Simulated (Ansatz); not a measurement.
The elements of this relaxed trial crystal are hidden behind letters.

```
lattice vectors (Å)
   2.5971    0.0000    0.0000
  -1.2986    2.2492    0.0000
   0.0000    0.0000   19.7340
fractional positions
X 0.3333 0.6667 0.7500
X 0.6667 0.3333 0.2500
Z 0.3333 0.6667 0.9502
Z 0.3333 0.6667 0.1520
Z 0.3333 0.6667 0.3480
Z 0.3333 0.6667 0.5498
Z 0.6667 0.3333 0.0498
Z 0.6667 0.3333 0.4502
Z 0.6667 0.3333 0.6520
Z 0.6667 0.3333 0.8480
```

The calculation used Ansatz, DFT PBE, scalar-relativistic, plane waves, PAW. Settings of the last relaxation (10-atom cell): 420 eV, 18×18×2 k points, Gaussian smearing of 0.10 eV, collinear spin.

- Space group: P6_3/mmc (No. 194)
- Conventional cell: a = 2.597 Å, c = 19.734 Å
- Volume per atom: 11.53 Å³
- Density: 7.54 g/cm³
- Energy over the elements: −0.11 eV/atom
- Gap on the 18×18×2 mesh of the 10-atom cell: 0 eV (a metal)
- Net moment per atom: 0.28 μB

Energies are uncorrected and count from the elements' standard states at the same level.

Q: X is a p-block element of period 3 and Z is a d-block element of period 4. Which elements are they?

A: X = Al, Z = Ni, so the formula is AlNi4. Density times volume gives a mean mass of 7.54 × 11.53/1.6605 = 52.4 u per atom, and this set has 52.4 u. Al is surrounded by 6 Ni at 2.45 Å and 6 Al at 2.60 Å; Ni on its first site is surrounded by 12 Ni at 2.47–2.60 Å; Ni on its second site has 3 Al at 2.45 Å and 9 Ni at 2.51–2.60 Å. Other sets within the hints have nearly the same mass, so mass alone doesn't settle it; this one was computed.

Another magnetic order may lie lower. A structure relaxed within its symmetry needn't be a true minimum.
